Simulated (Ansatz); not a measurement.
Clean, relaxed (001) slab of Co (P6_3/mmc (No. 194)), 3 planes, outer planes Co (top) and Co (bottom):

```
Co
1.0
     2.45642    0.00000    0.00000
    -1.22821    2.12732    0.00000
     0.00000    0.00000   20.96941
Co
3
Direct
  0.33333 0.66667 0.40535
  0.66667 0.33333 0.49855
  0.33333 0.66667 0.59174
```

Method: Ansatz 0.2.0, DFT PBEsol, scalar-relativistic, plane waves, PAW. Settings: cutoff 420 eV, Γ-centred mesh 12×12×1 on the computed 3-atom cell, Gaussian smearing of 0.10 eV; collinear spin from starting moments 1.8 1.8 1.8 μB. A dipole correction removes the field between periodic images along c.

Each adsorbate, one a 1×1 cell of 5.2 Å², is relaxed from two or three sites of the top face, and its lowest end is kept. E_ads counts from the clean slab and the free, spin-polarised adsorbate; heights from the highest slab atom; Δp along +c.

Q: Order the adsorbates from strongest to weakest binding.
A. C
B. H
C. F

A: A (-6.10 eV), C (-3.98 eV), B (-3.03 eV).

```tsv
adsorbate	lowest E_ads (eV)	bonded neighbours	height (Å)	Δp (e·Å)
C	-6.10	3	1.07	-0.012
F	-3.98	3	1.37	-0.057
H	-3.03	3	0.90	+0.006
```

Semilocal functionals without U can misjudge the magnetic state of such a slab.